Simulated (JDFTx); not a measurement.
```json
{
 "surface": "Mo(100)",
 "bulk": "Mo, Im-3m, lattice of mp-129 (not re-optimised)",
 "slab": "6 atoms in 6 planes, 1x1, 7.5 Å between the outermost planes",
 "in-plane cell": "3.168 × 3.168 Å, 10.03 Å²",
 "cell_height": "23.9 Å",
 "sampling": "8×8×1 k mesh, Fermi smearing 0.01 Ha, no spin polarisation"
}
```

Method: PBE, GBRV ultrasoft potentials, plane waves to 20/100 Ha, in JDFTx (a modified build). Liquid: SCCS (g09 parameters), water, 0.5 M NaCl. Between zero charge and -0.42 V from it the run gives σ = -6.1 μC/cm², a mean capacitance of 14.6 μF/cm². The liquid has ε = 78.4, a 1:1 salt at 0.5 M with linear (Debye) response, and T = 298 K.

A calculation by hand: the Debye length, the diffuse-layer capacitance, and the inner capacitance that is left when the two stand in series.

Each ion has density c = 0.5 × 6.022×10⁻⁴ = 3.011e-04 Å⁻³. λ² = ε kT / (8π (e²/4πε₀) c) with kT = 0.02568 eV and e²/4πε₀ = 14.40 eV Å gives λ = 4.30 Å; the log prints 4.30 Å. C_diffuse = ε₀ε/λ = 161 μF/cm². Then 1/C_inner = 1/14.6 − 1/161, so C_inner = 16.0 μF/cm², which equals a vacuum gap of ε₀/C_inner = 0.55 Å. The diffuse layer takes 9 % of the potential drop; the rest lies between the electrode's charge and the onset of the dielectric, with the electrode's own (quantum) capacitance in it. The split is a model: in the calculation solvent and ions share one smooth cavity.
